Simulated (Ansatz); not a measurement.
Relaxed-ion elastic tensor of Mg₄Te₃Se in space group P-4m2 (No. 115; Pearson symbol tP8) in GPa (Voigt order), the program Ansatz at the r²SCAN level (PAW); density 3.65 g/cm³, 31.76 Å³ per atom.

```
64.0  22.8  34.3   0.0   0.0   0.0
22.8  64.0  34.3   0.0   0.0   0.0
34.3  34.3  49.5   0.0   0.0   0.0
 0.0   0.0   0.0  20.2   0.0   0.0
 0.0   0.0   0.0   0.0  20.2   0.0
 0.0   0.0   0.0   0.0   0.0   9.2
```

Is the crystal mechanically stable?

Yes: the smallest eigenvalue of C is 9.2 GPa.

Work out the Voigt, Reuss and Hill averages.

K_V = 40.0, K_R = 40.0, K_H = 40.0; G_V = 15.7, G_R = 13.2, G_H = 14.4 GPa.

Give Young's modulus, Poisson's ratio, Pugh's ratio and the universal anisotropy index.

E = 9KG/(3K + G) = 38.6 GPa; ν = 0.34; K/G = 2.78 (ductile by the Pugh limit of 1.75); A_U = 5G_V/G_R + K_V/K_R − 6 = 0.95.

Estimate the sound speeds and the Debye temperature.

v_l = √((K + 4G/3)/ρ) = 4030 m/s, v_t = √(G/ρ) = 1990 m/s, mean 2230 m/s; Θ = (h/k)(3n/4πV)^(1/3) v_m = 210 K.

Solve the Christoffel equation for the three sound speeds along x, y, z.

Eigenvalues of C_ijkl n_j n_l equal ρv² (piezoelectric stiffening left out). In km/s, slowest first: x 1.59, 2.35, 4.18; y 1.59, 2.35, 4.18; z 2.35, 2.35, 3.68.

How much does each axis shrink under pressure?

Linear compressibilities β_i = Σ_j S_ij (j = 1 to 3): x 7.8, y 7.8, z 9.3 per TPa.

The workflow started from a Materials Project entry (that database holds measured and hypothetical structures alike); the Crystallography Open Database copy checked does not list it. Its standing as an ambient phase is unchecked. Symmetry was held in the r²SCAN relaxation; its stability against distortions is not shown here. Scalar-relativistic: spin–orbit coupling is off unless named, which matters more the heavier the elements.

Potentials: the later of the program's two PAW sets.
